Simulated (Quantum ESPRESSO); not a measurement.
## Ta4W2RuPt (one run as intended and one with a planted mistake)

Computed values, not a measurement. The program is pw.x of Quantum ESPRESSO 7.5 (plane-wave density functional theory). The cell is made up: eight metal atoms on a face-centred cubic lattice, with elements, volume, strain and displacements drawn at random and not relaxed, so it may be unstable or far from any real phase. PseudoDojo standard norm-conserving files set the functional (PBE unless stated); there is no spin polarisation or spin-orbit coupling, the Fermi-Dirac width of 0.25 eV means electrons at about 2900 K, and the masses in the input are unused placeholders. Heavy elements are run without spin-orbit coupling, which real alloys of them have. A spin test at this wide smearing found no moment, but such smearing suppresses magnetism that the real alloy may have.

Intended input:

```
&control calculation='scf', pseudo_dir='./dojo.nc.sr.pbe.v0_5.standard.upf', outdir='./o', disk_io='minimal', tprnfor=.true., tstress=.true. /
&system ibrav=0, nat=8, ntyp=4, nbnd=75, ecutwfc=92.02030273, nosym=.true., tot_charge=0,
 occupations='smearing', smearing='fd', degauss=0.0183746611
/
&electrons conv_thr=1.470e-08, electron_maxstep=70, mixing_beta=0.5 /
ATOMIC_SPECIES
Pt 1.0 Pt.upf
Ru 1.0 Ru.upf
Ta 1.0 Ta.upf
W 1.0 W.upf
CELL_PARAMETERS angstrom
2.0615 4.1229 2.0615
0.0 4.1229 -4.1229
-4.1229 4.1229 0.0
ATOMIC_POSITIONS angstrom
Ta 0.0132 -0.0732 0.11
Ta -2.1199 1.9969 0.0676
W -0.0115 2.0898 -2.0473
Ta -2.0226 4.0724 -1.9872
Ru -0.0013 4.077 0.0384
Pt -2.0227 6.1797 0.0064
Ta 0.0103 6.307 -2.0239
W -2.0417 8.2295 -2.1283
K_POINTS automatic
5 5 5 1 1 1
```

The log is shortened where brackets say so; the opening notice, blank lines, dates and the lines on written files are dropped, and the path of the files is cut. It prints rydbergs, bohrs and kilobars, and counts compression as positive stress. Its total energy is the free energy E - TS of the whole cell.

Log of the intended run:

```
     Program PWSCF v.7.5
     Parallel version (MPI & OpenMP), running on       4 processor cores
     Number of MPI processes:                 4
     Threads/MPI process:                     1
     [start-up lines left out]
     bravais-lattice index     =            0
     lattice parameter (alat)  =       9.5423  a.u.
     unit-cell volume          =     945.8892 (a.u.)^3
     number of atoms/cell      =            8
     number of atomic types    =            4
     number of electrons       =       114.00
     number of Kohn-Sham states=           75
     kinetic-energy cutoff     =      92.0203  Ry
     charge density cutoff     =     368.0812  Ry
     scf convergence threshold =      1.5E-08
     mixing beta               =       0.5000
     number of iterations used =            8  plain     mixing
     Exchange-correlation= PBE
                           (   1   4   3   4   0   0   0)
     [axes and pseudopotential details left out]
   Cartesian axes
     site n.     atom                  positions (alat units)
         1        Ta     tau(   1) = (   0.0026141  -0.0144964   0.0217842  )
         2        Ta     tau(   2) = (  -0.4198203   0.3954617   0.0133874  )
         3        W      tau(   3) = (  -0.0022774   0.4138594  -0.4054428  )
         4        Ta     tau(   4) = (  -0.4005512   0.8064891  -0.3935407  )
         5        Ru     tau(   5) = (  -0.0002574   0.8074000   0.0076047  )
         6        Pt     tau(   6) = (  -0.4005710   1.2238141   0.0012674  )
         7        Ta     tau(   7) = (   0.0020398   1.2490243  -0.4008087  )
         8        W      tau(   8) = (  -0.4043337   1.6297519  -0.4214838  )
     number of k points=    63  Fermi-Dirac smearing, width (Ry)=  0.0184
                       cart. coord. in units 2pi/alat
        k(    1) = (   0.0000000   0.1224755  -0.0000000), wk =   0.0320000
        k(    2) = (  -0.1837125   0.1837140   0.0612385), wk =   0.0320000
     [further k points left out]
     Dense  grid:   112855 G-vectors     FFT dimensions: (  60,  72,  72)
     Estimated max dynamical RAM per process >     485.63 MB
     Estimated total dynamical RAM >       1.82 GB
     Initial potential from superposition of free atoms
     starting charge     113.9944, renormalised to     114.0000
     Starting wfcs are   80 randomized atomic wfcs
     total cpu time spent up to now is        8.5 secs
     per-process dynamical memory:   386.8 Mb
     Self-consistent Calculation
     iteration #  1     ecut=    92.02 Ry     beta= 0.50
     Davidson diagonalization with overlap
     ethr =  1.00E-02,  avg # of iterations =  2.5
     total cpu time spent up to now is       30.9 secs
     total energy              =   -1285.96441128 Ry
     estimated scf accuracy    <       2.82229142 Ry
     iteration #  2     ecut=    92.02 Ry     beta= 0.50
     Davidson diagonalization with overlap
     ethr =  2.48E-03,  avg # of iterations =  3.0
     total cpu time spent up to now is       55.4 secs
     total energy              =   -1286.54177940 Ry
     estimated scf accuracy    <      14.09550585 Ry
     [iterations 3 to 16 left out]
     iteration # 17     ecut=    92.02 Ry     beta= 0.50
     Davidson diagonalization with overlap
     ethr =  5.06E-11,  avg # of iterations =  2.0
     total cpu time spent up to now is      354.3 secs
     total energy              =   -1287.59959638 Ry
     estimated scf accuracy    <       0.00000005 Ry
     iteration # 18     ecut=    92.02 Ry     beta= 0.50
     Davidson diagonalization with overlap
     ethr =  4.62E-11,  avg # of iterations =  1.2
     total cpu time spent up to now is      371.5 secs
     End of self-consistent calculation
     [lines on levels left out]
!    total energy              =   -1287.59959637 Ry
     estimated scf accuracy    <       0.00000001 Ry
     smearing contrib. (-TS)   =      -0.12907946 Ry
     internal energy E=F+TS    =   -1287.47051692 Ry
     The total energy is F=E-TS. E is the sum of the following terms:
     one-electron contribution =    -239.61325357 Ry
     hartree contribution      =     178.96518569 Ry
     xc contribution           =    -265.99498967 Ry
     ewald contribution        =    -960.82745937 Ry
     convergence has been achieved in  18 iterations
     Forces acting on atoms (cartesian axes, Ry/au):
     atom    1 type  3   force =     0.00937789    0.04508961   -0.04996416
     atom    2 type  3   force =     0.00946549   -0.02226564   -0.04579829
     atom    3 type  4   force =     0.02496099   -0.02105850    0.05198921
     atom    4 type  3   force =    -0.01542478    0.03508615    0.04670144
     atom    5 type  2   force =     0.01323421    0.00908355   -0.01063869
     atom    6 type  1   force =    -0.01463257   -0.00108046   -0.00809289
     atom    7 type  3   force =    -0.00872534   -0.04427070   -0.01686544
     atom    8 type  4   force =    -0.01825588   -0.00058400    0.03266882
     Total force =     0.138176     Total SCF correction =     0.000438
     Computing stress (Cartesian axis) and pressure
          total   stress  (Ry/bohr**3)                   (kbar)     P=      -53.05
  -0.00031267   0.00010924  -0.00002934          -46.00       16.07       -4.32
   0.00010924  -0.00038494   0.00001232           16.07      -56.63        1.81
  -0.00002934   0.00001232  -0.00038434           -4.32        1.81      -56.54
     init_run     :      8.06s CPU      8.37s WALL (       1 calls)
     electrons    :    355.34s CPU    363.08s WALL (       1 calls)
     forces       :      3.79s CPU      3.81s WALL (       1 calls)
     stress       :     13.21s CPU     13.50s WALL (       1 calls)
     [timing details left out]
     PWSCF        :   6m20.50s CPU   6m28.90s WALL
     JOB DONE.
```

A second run has one planted mistake: the cell and the positions are scaled by a wrong factor. The input lines that differ:

```
- 2.0615 4.1229 2.0615
- 0.0 4.1229 -4.1229
- -4.1229 4.1229 0.0
+ 2.0429 4.0858 2.0429
+ 0.0 4.0858 -4.0858
+ -4.0858 4.0858 0.0
- Ta 0.0132 -0.0732 0.11
- Ta -2.1199 1.9969 0.0676
- W -0.0115 2.0898 -2.0473
- Ta -2.0226 4.0724 -1.9872
- Ru -0.0013 4.077 0.0384
- Pt -2.0227 6.1797 0.0064
- Ta 0.0103 6.307 -2.0239
- W -2.0417 8.2295 -2.1283
+ Ta 0.0131 -0.0725 0.109
+ Ta -2.1008 1.9789 0.067
+ W -0.0114 2.071 -2.0289
+ Ta -2.0044 4.0357 -1.9693
+ Ru -0.0013 4.0403 0.0381
+ Pt -2.0045 6.1241 0.0063
+ Ta 0.0102 6.2502 -2.0057
+ W -2.0233 8.1554 -2.1091
```

Its log:

```
     Program PWSCF v.7.5
     Parallel version (MPI & OpenMP), running on       4 processor cores
     Number of MPI processes:                 4
     Threads/MPI process:                     1
     [start-up lines left out]
     bravais-lattice index     =            0
     lattice parameter (alat)  =       9.4563  a.u.
     unit-cell volume          =     920.5723 (a.u.)^3
     number of atoms/cell      =            8
     number of atomic types    =            4
     number of electrons       =       114.00
     number of Kohn-Sham states=           75
     kinetic-energy cutoff     =      92.0203  Ry
     charge density cutoff     =     368.0812  Ry
     scf convergence threshold =      1.5E-08
     mixing beta               =       0.5000
     number of iterations used =            8  plain     mixing
     Exchange-correlation= PBE
                           (   1   4   3   4   0   0   0)
     [axes and pseudopotential details left out]
   Cartesian axes
     site n.     atom                  positions (alat units)
         1        Ta     tau(   1) = (   0.0026179  -0.0144882   0.0217823  )
         2        Ta     tau(   2) = (  -0.4198189   0.3954587   0.0133891  )
         3        W      tau(   3) = (  -0.0022781   0.4138637  -0.4054506  )
         4        Ta     tau(   4) = (  -0.4005545   0.8064847  -0.3935402  )
         5        Ru     tau(   5) = (  -0.0002598   0.8074040   0.0076138  )
         6        Pt     tau(   6) = (  -0.4005745   1.2238256   0.0012590  )
         7        Ta     tau(   7) = (   0.0020383   1.2490251  -0.4008143  )
         8        W      tau(   8) = (  -0.4043315   1.6297558  -0.4214775  )
     number of k points=    63  Fermi-Dirac smearing, width (Ry)=  0.0184
                       cart. coord. in units 2pi/alat
        k(    1) = (   0.0000000   0.1224745   0.0000000), wk =   0.0320000
        k(    2) = (  -0.1837117   0.1837117   0.0612372), wk =   0.0320000
     [further k points left out]
     Dense  grid:   109903 G-vectors     FFT dimensions: (  60,  72,  72)
     Estimated max dynamical RAM per process >     473.65 MB
     Estimated total dynamical RAM >       1.77 GB
     Initial potential from superposition of free atoms
     starting charge     113.9944, renormalised to     114.0000
     Starting wfcs are   80 randomized atomic wfcs
     total cpu time spent up to now is        8.7 secs
     per-process dynamical memory:   376.5 Mb
     Self-consistent Calculation
     iteration #  1     ecut=    92.02 Ry     beta= 0.50
     Davidson diagonalization with overlap
     ethr =  1.00E-02,  avg # of iterations =  2.5
     total cpu time spent up to now is       29.8 secs
     total energy              =   -1285.90614488 Ry
     estimated scf accuracy    <       2.92306877 Ry
     iteration #  2     ecut=    92.02 Ry     beta= 0.50
     Davidson diagonalization with overlap
     ethr =  2.56E-03,  avg # of iterations =  3.0
     total cpu time spent up to now is       52.7 secs
     total energy              =   -1286.52492509 Ry
     estimated scf accuracy    <      14.09867977 Ry
     [iterations 3 to 16 left out]
     iteration # 17     ecut=    92.02 Ry     beta= 0.50
     Davidson diagonalization with overlap
     ethr =  3.62E-11,  avg # of iterations =  2.0
     total cpu time spent up to now is      341.3 secs
     total energy              =   -1287.60377580 Ry
     estimated scf accuracy    <       0.00000004 Ry
     iteration # 18     ecut=    92.02 Ry     beta= 0.50
     Davidson diagonalization with overlap
     ethr =  3.12E-11,  avg # of iterations =  1.2
     total cpu time spent up to now is      358.1 secs
     End of self-consistent calculation
     [lines on levels left out]
!    total energy              =   -1287.60377579 Ry
     estimated scf accuracy    <          8.4E-09 Ry
     smearing contrib. (-TS)   =      -0.12529030 Ry
     internal energy E=F+TS    =   -1287.47848549 Ry
     The total energy is F=E-TS. E is the sum of the following terms:
     one-electron contribution =    -227.07145419 Ry
     hartree contribution      =     175.40803095 Ry
     xc contribution           =    -266.25874233 Ry
     ewald contribution        =    -969.55631993 Ry
     convergence has been achieved in  18 iterations
     Forces acting on atoms (cartesian axes, Ry/au):
     atom    1 type  3   force =     0.00952414    0.05029817   -0.05590246
     atom    2 type  3   force =     0.01227225   -0.02416180   -0.04953500
     atom    3 type  4   force =     0.02636686   -0.02602169    0.05828237
     atom    4 type  3   force =    -0.01764391    0.03862071    0.05052740
     atom    5 type  2   force =     0.01561611    0.01108497   -0.01278133
     atom    6 type  1   force =    -0.01690509   -0.00103252   -0.00906272
     atom    7 type  3   force =    -0.00888119   -0.04983465   -0.01842510
     atom    8 type  4   force =    -0.02034918    0.00104681    0.03689685
     Total force =     0.153741     Total SCF correction =     0.000357
     Computing stress (Cartesian axis) and pressure
          total   stress  (Ry/bohr**3)                   (kbar)     P=        5.64
   0.00008938   0.00011998  -0.00002925           13.15       17.65       -4.30
   0.00011998   0.00000805   0.00001395           17.65        1.18        2.05
  -0.00002925   0.00001395   0.00001764           -4.30        2.05        2.59
     init_run     :      7.85s CPU      8.22s WALL (       1 calls)
     electrons    :    342.40s CPU    349.43s WALL (       1 calls)
     forces       :      3.57s CPU      3.60s WALL (       1 calls)
     stress       :     12.24s CPU     12.52s WALL (       1 calls)
     [timing details left out]
     PWSCF        :   6m 6.56s CPU   6m14.29s WALL
     JOB DONE.
```

|  | intended run | run with the mistake |
| --- | --- | --- |
| free energy (eV) | -17518.685 | -17518.742 |
| entropy term -TS, part of it (eV) | -1.756 | -1.705 |
| pressure (GPa) | -5.31 | 0.56 |
| size of the largest force component (eV/Å) | 1.337 | 1.498 |
| largest change of a force component (eV/Å) |  | 0.162 |
| iterations | 18 | 18 |

For scale, a rerun of the intended cell at a higher cutoff and on a denser mesh moved values by no more than 0.002 eV in energy, 0.14 GPa in stress and 0.008 eV/Å in force, and a second program with other atomic files agreed on that cell to 2 % rms in force and 0.5 GPa in pressure.